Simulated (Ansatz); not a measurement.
# TlNi2S2: reading a single point

```xyz
5
Lattice="-1.8796 1.8796 6.3299 1.8796 -1.8796 6.3299 1.8796 1.8796 -6.3299" Properties=species:S:1:pos:R:3 pbc="T T T"
Ni    0.0000    1.8796    3.1650
Ni    1.8796    0.0000    3.1650
S     0.0000    0.0000    4.5576
S     0.0000    0.0000    8.1023
Tl    0.0000    0.0000    0.0000
```

Level: LDA, with U_eff = 3.01 eV on Ni d (all-electron-ortho-atomic projectors), non-collinear spin; 420 eV; 7×7×7 Γ-centred mesh; fermi-dirac occupations (width 0.1395 eV); Ansatz 0.2.0, fixed geometry.

No atom carries over 0.3 μB, and the net moment is 0.75 μB a cell; the state need not be the lowest.

(1) Give the Bader charges.

(2) Metal or insulator?

(3) What do density and ELF say about some of the short contacts?

(4) Which atom feels the largest force, and which way?

(5) What does the stress say?

Origin: a database entry at a rescaled volume. Caveats: the k mesh is coarse if the cell is a metal; atoms or cell far from equilibrium.

## Answers

(1) Bader charges in e: Tl +0.55, Ni +0.32, S -0.59. In the mean Tl gives up most and S takes most.

(2) It is a metal, with about 5.3 states/eV a cell as the mean within 0.25 eV of the Fermi level, mostly Ni d (58 %) and S p (33 %).

(3) Ni–S at 2.34 Å: least valence density 0.48 e/Å³ and ELF 0.31 there. Ni–Ni at 2.66 Å: least valence density 0.24 e/Å³ and ELF 0.19 there. Tl–S at 3.19 Å: least valence density 0.13 e/Å³ and ELF 0.13 there. Both are smooth PAW fields, read partly inside the augmentation spheres.

(4) The largest is on S3 (and as large on other atoms): 1.98 eV/Å, components (0.00, 0.00, -1.98). It makes 53° with the line to a nearest neighbour, Ni1 at 2.34 Å.

(5) The pressure is -10.5 GPa (compression positive), so with the atoms held at these fractions the cell would first shrink; the forces are large, so a full relaxation may end otherwise.
